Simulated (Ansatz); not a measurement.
SrHfO3:
```
CELL_PARAMETERS angstrom
      4.09880     0.00000     0.00000
      0.00000     4.09880     0.00000
      0.00000     0.00000     4.13292
ATOMIC_POSITIONS crystal
  Sr 0.50000 0.50000 0.53553
  Hf 0.00000 0.00000 0.99769
  O  0.50000 0.00000 0.96316
  O  0.00000 0.50000 0.96316
  O  0.00000 0.00000 0.48447
```

PBEsol in the plane-wave PAW code Ansatz gives a gap of 3.73 eV without spin–orbit coupling, maximum at A, minimum at Γ.

### Question
What happens when spin–orbit coupling is switched on?

### Answer
The gap decreases by 0.03 eV, to 3.70 eV; maximum at A, minimum at Γ.

### Question
Give the hole effective mass with spin–orbit coupling.

### Answer
0.92, 1.8, 1.9 mₑ (principal values).

Space group P4mm. The first step of the workflow began from a Materials Project structure, measured or hypothetical; the Crystallography Open Database copy checked does not list it. COD files the formula under space group No. 62, 63, 221, so this cell is another polymorph or a model. Whether it is the stable phase at ambient conditions was not checked. Symmetry was held in the PBEsol relaxation; its stability against distortions is not shown here. The run is not spin-polarised.

Potentials: the later of the program's two PAW sets.
